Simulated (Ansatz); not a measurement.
Generalised stacking fault of NaI (rock salt) on the {100} plane. The cell below holds the perfect crystal with the plane normal along z; tilting its third vector by the shift puts one fault into each cell, between planes 3.20 Å apart, at fixed cell height.

```xyz
6
Lattice="4.5273 0.0000 0.0000 0.0000 4.5273 0.0000 2.2637 2.2637 9.6040" Properties=species:S:1:pos:R:3 pbc="T T T"
I      1.8864     1.8864     8.0033
I      1.8864     1.8864     1.6007
I      4.1501     4.1501     4.8020
Na     4.1501     4.1501     8.0033
Na     4.1501     4.1501     1.6007
Na     1.8864     1.8864     4.8020
```

In-plane vectors a = (4.527, 0.000) Å, b = (0.000, 4.527) Å, area 20.50 Å². The shift is x·a + y·b, and the map repeats with period 1 in x and y. The shift is rigid: no atom relaxes. γ = [E(shift) − E(0)] / area.

All values below come from PBEsol (plane waves to 420 eV, PAW, scalar-relativistic; Ansatz, a quantum-chemistry and plane-wave program). k mesh 6×6×6 (Γ-centred), Fermi-Dirac smearing 0.05 eV. Energies are extrapolated to zero smearing. Faults lie only 9.6 Å apart, and holding the cell height and the atoms raises γ above its relaxed value. NaI was relaxed with its symmetry unable to fall. Spin-orbit coupling is left out, though I is heavy. The last digit holds for this mesh only.

Changes of γ (meV/Å²) from the point x = 0.000, y = 0.000 when one coordinate moves alone (two changes are said to add if the coupling is within 5 % of the smaller one, nearly so within 20 %):

| point | change |
|---|---|
| x = 0.167, y = 0.000 | 3.14 |
| x = 0.333, y = 0.000 | 11.17 |
| x = 0.500, y = 0.000 | 16.12 |
| x = 0.667, y = 0.000 | 11.17 |
| x = 0.833, y = 0.000 | 3.14 |
| x = 0.000, y = 0.167 | 3.14 |
| x = 0.000, y = 0.333 | 11.17 |
| x = 0.000, y = 0.500 | 16.12 |
| x = 0.000, y = 0.667 | 11.17 |
| x = 0.000, y = 0.833 | 3.14 |

Question: What is the change at x = 0.667, y = 0.167, where both move, and how far is it from the sum?

Answer: The sum of the single changes is 11.17 + (3.14) = 14.31; the calculation gives 18.43, so the coupling contributes 4.12 (over 20 % of the smaller single change, not additive).

Question: What is the change at x = 0.333, y = 0.500, where both move, and how far is it from the sum?

Answer: The sum of the single changes is 11.17 + (16.12) = 27.29; the calculation gives 44.89, so the coupling contributes 17.60 (over 20 % of the smaller single change, not additive).

(The slope of γ gives the shear force per area between the displaced halves; near zero shift its curvature is an elastic stiffness.)
